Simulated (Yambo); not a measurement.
Yambo run on MgCrO4 (space group Cmcm, No. 63). The wavefunctions come from this Quantum ESPRESSO step (PBEsol, PseudoDojo standard norm-conserving files, scalar-relativistic):

```
&CONTROL
  calculation = 'nscf'
  pseudo_dir = './pseudo'
  outdir = './out'
/
&SYSTEM
  ibrav = 0
  nat = 12
  ntyp = 3
  ecutwfc = 94.0
  ecutrho = 376.0
  occupations = 'fixed'
  force_symmorphic = .true.
  nbnd = 232
/
&ELECTRONS
  conv_thr = 1.2000000000000002e-08
  diago_full_acc = .true.
  diago_thr_init = 1e-08
/
ATOMIC_SPECIES
O 15.9990 O.upf
Mg 24.3050 Mg.upf
Cr 51.9961 Cr.upf
CELL_PARAMETERS angstrom
  2.743190000000  -4.164040000000   0.000000000000
  2.743190000000   4.164040000000   0.000000000000
  0.000000000000   0.000000000000   6.336750000000
ATOMIC_POSITIONS crystal
O   0.725800000000   0.779100000000   0.750000000000
O   0.274200000000   0.220900000000   0.250000000000
O   0.779100000000   0.725800000000   0.250000000000
O   0.220900000000   0.274200000000   0.750000000000
O   0.246430000000   0.753570000000   0.957950000000
O   0.753570000000   0.246430000000   0.042050000000
O   0.753570000000   0.246430000000   0.457950000000
O   0.246430000000   0.753570000000   0.542050000000
Mg   0.000000000000   0.000000000000   0.000000000000
Mg   0.000000000000   0.000000000000   0.500000000000
Cr   0.358580000000   0.641420000000   0.750000000000
Cr   0.641420000000   0.358580000000   0.250000000000
K_POINTS automatic
2 2 2 0 0 0
```

Yambo input:

```
rim_cut
gw0
dyson
el_el_corr
HF_and_locXC
ppa
em1d
RandQpts= 1000000
RandGvec= 1 Ry
EXXRLvcs= 94 Ry
VXCRLvcs= 376 Ry
Chimod= "HARTREE"
% BndsRnXp
 11 | 231 |
%
NGsBlkXp= 7 Ry
% LongDrXp
 1.0 | 1.0 | 1.0 |
%
PPAPntXp= 27.2114 eV
% GbndRnge
 1 | 231 |
%
GTermKind= "BG"
DysSolver= "n"
ExtendOut
% QPkrange
 1 | 1 | 48 | 49 |
 2 | 2 | 48 | 49 |
 3 | 3 | 48 | 49 |
 4 | 4 | 48 | 49 |
 5 | 5 | 48 | 49 |
 6 | 6 | 48 | 49 |
%
```

k points by index: 1 = Γ, 2 = (0, 0, -0.5), 3 = (0, -0.5, 0), 4 = (0, -0.5, -0.5), 5 = (-0.5, -0.5, 0), 6 = (-0.5, -0.5, -0.5).

Resulting energies as the program prints them:

```
#    K-point    Band    Eo [eV]    E [eV]    E-Eo [eV]    Vxc [eV]    Vnlxc [eV]    Sc|Eo [eV]    Sc|E [eV]    dSc/dw|Eo [eV]    Re(Z)    Im(Z)
#
    1    48    0.000000    -0.639205    -0.639205    -19.76642    -24.69600    4.099670    4.290378    -8.116980    0.770239    -0.001394
    1    49    2.485596    4.327157    1.841561    -23.27127    -16.94907    -3.911946    -4.480647    -8.402534    0.764062    -0.001745
    2    48    -0.105587    -0.758235    -0.652648    -19.64306    -24.56967    4.079189    4.273959    -8.119218    0.770191    -0.001356
    2    49    2.652153    4.510051    1.857898    -23.42592    -17.17609    -3.811606    -4.391931    -8.497214    0.762017    -0.004226
    3    48    -0.487727    -1.148445    -0.660718    -19.49851    -24.57124    4.214544    4.412005    -8.130646    0.769941    -0.001507
    3    49    2.628129    4.500150    1.872021    -23.37559    -17.04585    -3.873444    -4.457721    -8.492156    0.762143    -0.001892
    4    48    -0.648579    -1.360136    -0.711556    -19.35278    -24.42871    4.152458    4.364367    -8.102532    0.770555    -0.001246
    4    49    2.734959    4.609600    1.874641    -23.48782    -17.18032    -3.841595    -4.432857    -8.580431    0.760250    -0.003747
    5    48    -0.289206    -0.953565    -0.664359    -19.93764    -24.83374    4.034261    4.231742    -8.087032    0.770893    -0.001429
    5    49    2.396612    4.273361    1.876749    -23.63545    -17.10855    -4.067313    -4.650148    -8.449971    0.763046    -0.001606
    6    48    -0.414102    -1.097804    -0.683703    -19.50757    -24.52604    4.131352    4.334760    -8.093861    0.770743    -0.001624
    6    49    2.761208    4.623617    1.862409    -23.48492    -17.30224    -3.732210    -4.320274    -8.590378    0.760043    -0.003273
```
(The two width columns are left out.) Convergence of these settings isn't established.

Geometry of the Materials Project entry, not relaxed at this level.

The runs are not spin-polarised; magnetic order was not tried.
